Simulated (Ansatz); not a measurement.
AgI:
Space group F-43m (No. 216); a = b = c = 6.450 Å, α = β = γ = 90.00°

| atom | site | symmetry | x | y | z |
|---|---|---|---|---|---|
| Ag | 4c | -43m | 0.2500 | 0.2500 | 0.2500 |
| I | 4a | -43m | 0.0000 | 0.0000 | 0.0000 |
(The calculation used a cell of 2 atoms; values per cell refer to that cell.)

Relaxed with PBEsol. PBEsol (plane waves, PAW; program Ansatz) gives a gap of 1.20 eV.

### Question
What gap does HSE06 give on the same cell (Ansatz, PAW)?

### Answer
2.49 eV, 1.29 eV more. The hybrid was solved on a coarser mesh and at special points; its gap is the smallest among all of these.

```
k  v1 PBEsol  c1 PBEsol  v1 HSE06  c1 HSE06
-  ---------  ---------  --------  --------
Γ       0.00       1.20      0.00      2.49
X      -1.87       3.43         ?         ?
L      -0.76       2.64         ?         ?
W      -1.71       4.76         ?         ?
K      -1.49       3.82         ?         ?
```

### Question
Top valence (v1) and lowest conduction level (c1) in eV from each method's valence maximum (which need not be a listed point): supply the withheld HSE06 values.

### Answer

- X, v1 HSE06: -2.00
- X, c1 HSE06: 4.52
- W, v1 HSE06: -1.92
- W, c1 HSE06: 6.16
- L, v1 HSE06: -0.80
- L, c1 HSE06: 3.92
- K, v1 HSE06: -1.60
- K, c1 HSE06: 5.01

Cost on shared cores: the PBEsol run (SCF on a 8×8×8 mesh, then bands and DOS) very roughly 27 core-seconds, the HSE06 run (SCF on 6×6×6, then a few points) roughly 2.8 core-minutes; the tasks are unlike.

Symmetry was held in the PBEsol relaxation. No spin polarisation was allowed. Scalar-relativistic: spin–orbit coupling is off unless named, which matters more the heavier the elements.

Potentials: the later of the program's two PAW sets.
